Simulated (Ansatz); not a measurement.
Level of theory: DFT PBE, scalar-relativistic, plane waves, PAW (Ansatz). Settings: cutoff 420 eV, Γ-centred meshes spaced at most about 0.3 Å⁻¹, and about 0.25 Å⁻¹ or finer for metals (2π included), Gaussian smearing. No spin polarisation in the final relaxations.

Each of these unrelaxed guesses is relaxed in cell and atoms within its symmetry. A guess keeps its type if space group and coordination stay and the shape of the cell changes little (axis ratios within about 15 %, angles within 6°); the volume may change.

1. CaYC2N2

Space group P-1 (No. 2). a = 3.552 Å, b = 4.173 Å, c = 8.639 Å, α = 81.91°, β = 85.31°, γ = 69.01°
```tsv
atom	site	symmetry	x	y	z
Ca	1f	-1	0.5000	0.0000	0.5000
Y	1a	-1	0.0000	0.0000	0.0000
C	2i	1	0.1919	0.6161	0.1919
N	2i	1	0.2986	0.4028	0.2986
```

2. Li4SiN

Space group P4mm (No. 99). a = 4.584 Å, b = 4.584 Å, c = 3.918 Å, α = 90.00°, β = 90.00°, γ = 90.00°
| atom | site | symmetry | x | y | z |
| --- | --- | --- | --- | --- | --- |
| Li | 4d | ..m | 0.7438 | 0.7438 | 0.5692 |
| Si | 1a | 4mm | 0.0000 | 0.0000 | 0.0304 |
| N | 1b | 4mm | 0.5000 | 0.5000 | 0.9432 |

3. Zn2CdS3

Space group I-4m2 (No. 119). a = 3.882 Å, b = 3.882 Å, c = 16.472 Å, α = 90.00°, β = 90.00°, γ = 90.00°
```tsv
atom	site	symmetry	x	y	z
Zn	4e	2mm.	0.5000	0.5000	0.1667
Cd	2a	-4m2	0.0000	0.0000	0.0000
S	4f	2mm.	0.0000	0.5000	0.0833
S	2d	-4m2	0.5000	0.0000	0.2500
```

Problem. Which keep their type?

Solution. Guess 3 keeps its type.

```tsv
guess	kept	start group	end group	V start (Å³/atom)	V end	b/a and c/a, end over start	nearest neighbours start	nearest neighbours end
1	no	P-1	C2/m	19.7	13.7	-	C 1, Ca 2, N 1, Y 2	C 1, Ca 6, N 1, Y 10
2	no	P4mm	P4/mmm	13.7	13.7	-	Li 6, N 4, Si 8	Li 4, N 8, Si 10
3	yes	I-4m2	I-4m2	20.7	22.0	1.00, 1.01	Cd 4, S 4, Zn 4	Cd 4, S 4, Zn 4
```

Neighbours count within 15 % of an atom's shortest distance; end groups are read at 0.02 Å (0.05 Å in metals).

Cells relaxed within their symmetry can be saddle points.
